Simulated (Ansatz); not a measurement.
Here is the system:

SiGe:
```xyz
10
Lattice="-1.9628 1.9628 13.8886 1.9628 -1.9628 13.8886 1.9628 1.9628 -13.8886" Properties=species:S:1:pos:R:3 pbc="T T T"
Si     0.0000     0.0000    25.0993
Si     1.9628     0.0000    12.5465
Si     0.0000     0.0000    13.8886
Si     1.9628     0.0000     1.3421
Si     0.0000     0.0000     2.6780
Ge     0.0000     1.9628     4.0627
Ge     0.0000     0.0000    19.3951
Ge     1.9628     0.0000     6.9443
Ge     0.0000     0.0000     8.3821
Ge     0.0000     1.9628     9.8259
```

This is the r²SCAN-relaxed structure. Tensor components refer to the Cartesian frame of this cell.

### Question
All from r²SCAN (plane waves, PAW; program Ansatz), unless another level is named. Estimate the gap with spin–orbit coupling.

### Answer
0.46 eV.

### Question
And the electron effective mass with spin–orbit coupling?

### Answer
0.19, 0.19, 1.7 mₑ (principal values).

### Question
Give the hole effective mass, band 2 of 2 at the edge.

### Answer
0.070 along x, 0.24 along z (mₑ).

### Question
What about the band gap?

### Answer
0.52 eV (direct).

Space group I-4m2. The start of the workflow was typed in or built on a structure type; neither database checked (COD, Materials Project) lists it. Its standing as an ambient phase is unchecked. The cell was relaxed with r²SCAN under the symmetry of its start; its stability against distortions is not shown here. Spin–orbit coupling is left out wherever it is not named.

Potentials: the later of the program's two PAW sets.
